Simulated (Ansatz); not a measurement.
## NbCd$_{3}$: 30 steps of 1.5 fs from 1200 K

The calculation used DFT, PBEsol, all-electron LAPW, scalar-relativistic (Ansatz 0.2.0).

Command: `ansatz run input.yaml --threads 2 --pin off --max-ram 6144MiB --backend cpu --events-out ev --progress --plain --runs-dir out` The run took 26 min on 2 threads of Arm Neoverse V1 (shared host), peak memory 0.73 GiB.

```yaml
crystal:
  lattice:
    - [4.215, 0.0, 0.0]
    - [0.0, 4.215, 0.0]
    - [0.0, 0.0, 4.215]
  atoms:
    - { symbol: Nb, position: [0.0, 0.0, 0.0] }
    - { symbol: Cd, position: [0.0, 0.5, 0.5] }
    - { symbol: Cd, position: [0.5, 0.0, 0.5] }
    - { symbol: Cd, position: [0.5, 0.5, 0.0] }
kpoints:
  mp_grid: { grid: [5, 5, 5] }
scf:
  occupations: { method: fermi_dirac, width: 0.08 }
hamiltonian:
  xc: pbesol
  pseudopotentials: { kind: all_electron, lapw: { basis_error: 0.001 } }
output:
  forces: true
  stress: true
md:
  timestep: 1.5
  n_steps: 30
  ensemble: nvt_langevin
  temperature: 1200
  initial_velocities: maxwell_boltzmann
  seed: 615554
```

Spin polarisation is left out, and whether a magnetic state lies lower isn't shown here.

The geometry is COD entry 2310296, unchecked; take it as a test cell.

Each frame lists Cartesian positions (Å) and forces (eV/Å). Free energies count from the first step, -560383.7110 eV.

Step 0 (t = 0.0 fs): E = 0.0 meV, T = 900 K

```
Nb    0.0000    0.0000    0.0000     0.000   0.000   0.000
Cd    0.0000    2.1075    2.1075     0.000   0.000   0.000
Cd    2.1075    0.0000    2.1075     0.000   0.000   0.000
Cd    2.1075    2.1075    0.0000     0.000   0.000   0.000
```

Step 1 (t = 1.5 fs): E = +1.1 meV, T = 768 K

```
Nb   -0.0046    0.0101    0.0050     0.048  -0.113  -0.053
Cd    0.0015    2.1027    2.1067    -0.004   0.069   0.023
Cd    2.1064   -0.0011    2.1060    -0.012  -0.007   0.026
Cd    2.1105    2.1061   -0.0016    -0.032   0.052   0.004
```

Step 2 (t = 3.0 fs): E = +4.1 meV, T = 689 K

```
Nb   -0.0085    0.0198    0.0099     0.091  -0.219  -0.105
Cd    0.0016    2.0989    2.1065     0.000   0.131   0.043
Cd    2.1056   -0.0018    2.1041    -0.025  -0.015   0.054
Cd    2.1135    2.1047   -0.0030    -0.065   0.103   0.008
```

Step 3 (t = 4.5 fs): E = +8.7 meV, T = 674 K

```
Nb   -0.0119    0.0291    0.0146     0.129  -0.322  -0.152
Cd    0.0009    2.0953    2.1075     0.008   0.192   0.053
Cd    2.1049   -0.0020    2.1016    -0.040  -0.025   0.082
Cd    2.1163    2.1028   -0.0050    -0.097   0.155   0.016
```

Step 4 (t = 6.0 fs): E = +14.7 meV, T = 647 K

```
Nb   -0.0157    0.0374    0.0190     0.167  -0.419  -0.194
Cd    0.0002    2.0917    2.1098     0.014   0.250   0.054
Cd    2.1039   -0.0022    2.0987    -0.054  -0.037   0.108
Cd    2.1184    2.1005   -0.0078    -0.127   0.206   0.031
```

Step 5 (t = 7.5 fs):

```
Nb   -0.0195    0.0452    0.0233
Cd   -0.0008    2.0883    2.1125
Cd    2.1027   -0.0018    2.0965
Cd    2.1198    2.0975   -0.0113
```

Step 6 (t = 9.0 fs): E = +30.5 meV, T = 571 K

```
Nb   -0.0231    0.0524    0.0275     0.231  -0.606  -0.262
Cd   -0.0020    2.0846    2.1149     0.023   0.362   0.045
Cd    2.1011   -0.0015    2.0954    -0.077  -0.072   0.140
Cd    2.1210    2.0941   -0.0150    -0.178   0.315   0.076
```

Step 7 (t = 10.5 fs): E = +40.1 meV, T = 650 K

```
Nb   -0.0270    0.0588    0.0320     0.264  -0.691  -0.296
Cd   -0.0034    2.0804    2.1175     0.030   0.417   0.040
Cd    2.0992   -0.0015    2.0943    -0.087  -0.089   0.153
Cd    2.1226    2.0913   -0.0189    -0.207   0.363   0.102
```

Step 8 (t = 12.0 fs): E = +50.6 meV, T = 631 K

```
Nb   -0.0314    0.0648    0.0372     0.300  -0.767  -0.335
Cd   -0.0050    2.0767    2.1205     0.035   0.467   0.034
Cd    2.0971   -0.0009    2.0930    -0.098  -0.105   0.167
Cd    2.1239    2.0894   -0.0237    -0.237   0.405   0.134
```

Step 9 (t = 13.5 fs): E = +61.4 meV, T = 598 K

```
Nb   -0.0356    0.0700    0.0426     0.334  -0.832  -0.377
Cd   -0.0062    2.0732    2.1236     0.039   0.513   0.027
Cd    2.0950   -0.0004    2.0913    -0.108  -0.119   0.184
Cd    2.1251    2.0883   -0.0289    -0.265   0.438   0.167
```

Step 10 (t = 15.0 fs): E = +72.6 meV, T = 579 K

```
Nb   -0.0393    0.0748    0.0480     0.367  -0.891  -0.419
Cd   -0.0075    2.0698    2.1269     0.046   0.554   0.018
Cd    2.0932    0.0000    2.0898    -0.118  -0.130   0.198
Cd    2.1269    2.0876   -0.0344    -0.295   0.467   0.202
```

Step 11 (t = 16.5 fs): E = +84.6 meV, T = 552 K

```
Nb   -0.0427    0.0795    0.0526     0.401  -0.950  -0.450
Cd   -0.0093    2.0667    2.1301     0.057   0.595   0.005
Cd    2.0916    0.0003    2.0892    -0.130  -0.142   0.203
Cd    2.1292    2.0867   -0.0402    -0.328   0.497   0.241
```

Step 12 (t = 18.0 fs): E = +97.6 meV, T = 524 K

```
Nb   -0.0460    0.0846    0.0556     0.436  -1.015  -0.469
Cd   -0.0119    2.0635    2.1331     0.075   0.638  -0.013
Cd    2.0901    0.0005    2.0881    -0.144  -0.153   0.206
Cd    2.1320    2.0854   -0.0454    -0.367   0.531   0.276
```

Step 13 (t = 19.5 fs): E = +112.0 meV, T = 548 K

```
Nb   -0.0496    0.0902    0.0579     0.475  -1.084  -0.484
Cd   -0.0154    2.0600    2.1360     0.098   0.685  -0.029
Cd    2.0884    0.0013    2.0865    -0.161  -0.169   0.211
Cd    2.1349    2.0843   -0.0497    -0.411   0.568   0.303
```

Step 14 (t = 21.0 fs): E = +126.9 meV, T = 478 K

```
Nb   -0.0540    0.0954    0.0603     0.521  -1.148  -0.500
Cd   -0.0183    2.0565    2.1387     0.117   0.732  -0.043
Cd    2.0864    0.0025    2.0852    -0.179  -0.184   0.218
Cd    2.1382    2.0839   -0.0529    -0.459   0.600   0.325
```

Step 15 (t = 22.5 fs): E = +142.1 meV, T = 485 K

```
Nb   -0.0575    0.1000    0.0632     0.563  -1.206  -0.524
Cd   -0.0208    2.0528    2.1413     0.137   0.775  -0.052
Cd    2.0849    0.0029    2.0831    -0.195  -0.195   0.233
Cd    2.1419    2.0840   -0.0561    -0.506   0.626   0.344
```

Step 16 (t = 24.0 fs): E = +157.6 meV, T = 464 K

```
Nb   -0.0593    0.1048    0.0665     0.592  -1.264  -0.558
Cd   -0.0230    2.0485    2.1437     0.157   0.820  -0.058
Cd    2.0839    0.0027    2.0800    -0.206  -0.202   0.253
Cd    2.1452    2.0848   -0.0597    -0.542   0.646   0.363
```

Step 17 (t = 25.5 fs): E = +172.6 meV, T = 471 K

```
Nb   -0.0606    0.1093    0.0703     0.614  -1.316  -0.594
Cd   -0.0251    2.0445    2.1465     0.175   0.860  -0.063
Cd    2.0830    0.0020    2.0768    -0.214  -0.203   0.278
Cd    2.1483    2.0865   -0.0626    -0.575   0.659   0.379
```

Step 18 (t = 27.0 fs): E = +187.2 meV, T = 553 K

```
Nb   -0.0617    0.1135    0.0743     0.637  -1.359  -0.630
Cd   -0.0272    2.0412    2.1503     0.196   0.893  -0.072
Cd    2.0820    0.0006    2.0730    -0.222  -0.198   0.308
Cd    2.1520    2.0887   -0.0651    -0.611   0.664   0.394
```

Step 19 (t = 28.5 fs): E = +202.1 meV, T = 664 K

```
Nb   -0.0626    0.1179    0.0780     0.657  -1.399  -0.664
Cd   -0.0295    2.0379    2.1541     0.218   0.925  -0.085
Cd    2.0804   -0.0008    2.0687    -0.227  -0.188   0.337
Cd    2.1562    2.0924   -0.0680    -0.648   0.662   0.411
```

Step 20 (t = 30.0 fs): E = +216.3 meV, T = 594 K

```
Nb   -0.0630    0.1212    0.0815     0.670  -1.430  -0.697
Cd   -0.0315    2.0336    2.1579     0.237   0.958  -0.097
Cd    2.0785   -0.0022    2.0645    -0.226  -0.181   0.366
Cd    2.1602    2.0967   -0.0710    -0.681   0.653   0.428
```

Step 21 (t = 31.5 fs): E = +228.3 meV, T = 528 K

```
Nb   -0.0640    0.1233    0.0842     0.687  -1.449  -0.724
Cd   -0.0321    2.0289    2.1613     0.248   0.987  -0.111
Cd    2.0768   -0.0040    2.0605    -0.226  -0.170   0.391
Cd    2.1637    2.1015   -0.0737    -0.708   0.633   0.444
```

Step 22 (t = 33.0 fs): E = +238.5 meV, T = 405 K

```
Nb   -0.0655    0.1247    0.0866     0.706  -1.461  -0.749
Cd   -0.0320    2.0243    2.1640     0.253   1.011  -0.120
Cd    2.0756   -0.0060    2.0573    -0.227  -0.158   0.413
Cd    2.1664    2.1067   -0.0759    -0.731   0.609   0.456
```

Step 23 (t = 34.5 fs): E = +247.6 meV, T = 390 K

```
Nb   -0.0674    0.1252    0.0885     0.724  -1.468  -0.771
Cd   -0.0323    2.0192    2.1659     0.258   1.036  -0.126
Cd    2.0748   -0.0072    2.0546    -0.233  -0.152   0.430
Cd    2.1682    2.1117   -0.0780    -0.749   0.583   0.467
```

Step 24 (t = 36.0 fs): E = +255.3 meV, T = 421 K

```
Nb   -0.0700    0.1247    0.0893     0.748  -1.465  -0.785
Cd   -0.0327    2.0142    2.1677     0.263   1.058  -0.138
Cd    2.0739   -0.0081    2.0512    -0.242  -0.148   0.446
Cd    2.1696    2.1166   -0.0804    -0.768   0.555   0.477
```

Step 25 (t = 37.5 fs): E = +262.6 meV, T = 336 K

```
Nb   -0.0725    0.1236    0.0892     0.771  -1.460  -0.792
Cd   -0.0332    2.0094    2.1697     0.269   1.075  -0.154
Cd    2.0728   -0.0092    2.0475    -0.250  -0.144   0.461
Cd    2.1714    2.1208   -0.0827    -0.790   0.528   0.486
```

Step 26 (t = 39.0 fs): E = +270.8 meV, T = 436 K

```
Nb   -0.0745    0.1226    0.0890     0.792  -1.458  -0.799
Cd   -0.0333    2.0045    2.1720     0.274   1.093  -0.174
Cd    2.0719   -0.0105    2.0433    -0.255  -0.140   0.477
Cd    2.1733    2.1242   -0.0852    -0.810   0.506   0.496
```

Step 27 (t = 40.5 fs): E = +277.9 meV, T = 478 K

```
Nb   -0.0754    0.1213    0.0893     0.800  -1.452  -0.805
Cd   -0.0324    1.9994    2.1755     0.272   1.109  -0.199
Cd    2.0710   -0.0124    2.0389    -0.254  -0.133   0.496
Cd    2.1746    2.1282   -0.0877    -0.818   0.477   0.508
```

Step 28 (t = 42.0 fs): E = +282.0 meV, T = 455 K

```
Nb   -0.0750    0.1197    0.0887     0.793  -1.440  -0.799
Cd   -0.0314    1.9946    2.1797     0.268   1.120  -0.231
Cd    2.0702   -0.0147    2.0344    -0.245  -0.123   0.512
Cd    2.1751    2.1325   -0.0895    -0.816   0.442   0.518
```

Step 29 (t = 43.5 fs): E = +283.8 meV, T = 387 K

```
Nb   -0.0741    0.1178    0.0875     0.778  -1.424  -0.785
Cd   -0.0307    1.9905    2.1840     0.262   1.127  -0.265
Cd    2.0690   -0.0167    2.0298    -0.232  -0.112   0.528
Cd    2.1751    2.1364   -0.0903    -0.808   0.408   0.523
```

Step 30 (t = 45.0 fs): E = +282.3 meV, T = 340 K

```
Nb   -0.0732    0.1157    0.0861     0.759  -1.400  -0.770
Cd   -0.0298    1.9876    2.1880     0.253   1.125  -0.294
Cd    2.0680   -0.0189    2.0257    -0.218  -0.098   0.545
Cd    2.1742    2.1403   -0.0896    -0.794   0.372   0.519
```

Problem. Give the energy and forces of step 5.

Solution. E = +22.0 meV, T = 644 K
```
Nb   -0.0195    0.0452    0.0233     0.201  -0.513  -0.230
Cd   -0.0008    2.0883    2.1125     0.019   0.306   0.050
Cd    2.1027   -0.0018    2.0965    -0.067  -0.054   0.128
Cd    2.1198    2.0975   -0.0113    -0.153   0.261   0.052
```

Problem. What is the mean temperature over the last 16 frames?

Solution. 463 K; so short a run of so small a cell isn't equilibrated.
